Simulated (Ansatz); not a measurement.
Consider the following.

ZnO:
```
CELL_PARAMETERS angstrom
      3.27935     0.00000     0.00000
     -1.63968     2.84000     0.00000
      0.00000     0.00000     5.29369
ATOMIC_POSITIONS crystal
  Zn 0.66667 0.33333 0.00213
  Zn 0.33333 0.66667 0.50213
  O  0.66667 0.33333 0.62307
  O  0.33333 0.66667 0.12307
```

This is the PBE-relaxed structure. Tensor components refer to the Cartesian frame of this cell.

### Question
All from PBE (plane waves, PAW; program Ansatz), unless another level is named. Estimate the electron effective mass.

### Answer
0.14 mₑ (isotropic).

### Question
And the hole effective mass, band 2 of 2 at the edge?

### Answer
0.15 along x, 3.0 along z (mₑ).

### Question
Give the band gap.

### Answer
0.74 eV (direct).

### Question
What about the weight of the conduction-edge state by species (Voronoi cells)?

### Answer
Zn 56 %, O 44 %.

### Question
Give the weight of the valence-edge state by species (Voronoi cells).

### Answer
O 70 %, Zn 30 %.

### Question
Next, the valence-band maximum?

### Answer
at Γ.

Space group P6_3mc (wurtzite). Symmetry was held in the PBE relaxation; phonons on a q-mesh show no instability.

Potentials: the later of the program's two PAW sets.
